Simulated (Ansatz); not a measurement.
This run works on a generated trial structure, not on a known crystal.

Input and command of a plane-wave DFT calculation in Ansatz:

```yaml
crystal:
  lattice:
    - [4.59451448, 0.0, 0.0]
    - [-2.29725724, 3.97896626, 0.0]
    - [0.0, 0.0, 5.50463684]
  atoms:
    - { symbol: In, position: [0.0, 0.0, 0.5] }
    - { symbol: Sb, position: [0.0, 0.0, 0.0] }
    - { symbol: O, position: [0.33333333, 0.66666667, 0.5] }
    - { symbol: O, position: [0.66666667, 0.33333333, 0.5] }
    - { symbol: O, position: [0.33333333, 0.66666667, 0.0] }
    - { symbol: O, position: [0.66666667, 0.33333333, 0.0] }
basis:
  ecutwfc: 420
kpoints:
  mp_grid: { grid: [6, 6, 4] }
hamiltonian:
  xc: pbe
scf:
  occupations: { method: gaussian, width: 0.1 }
  lower_state_search: "off"
output:
  forces: true
  stress: true
  eigenvalues: true
relax:
  adjacent_minimum: "off"
  f_tol: 0.04
  max_steps: 70
  cell: { stress_tol: 0.4 }
```

```bash
ansatz run input.yaml --threads 1 --pin off --max-ram 2560MiB --backend cpu --events-out ev --progress --plain --runs-dir out
```

Processor: Arm Neoverse V1, 1 thread, on a host shared with other jobs.

How long does it run, and how much memory does it take?

About 110 s, peak memory 0.41 GiB. It solves 32 bands at 21 k points (after reduction by symmetry) with about 2237 plane waves (on the last cell), in 177 SCF iterations over 26 ionic steps.
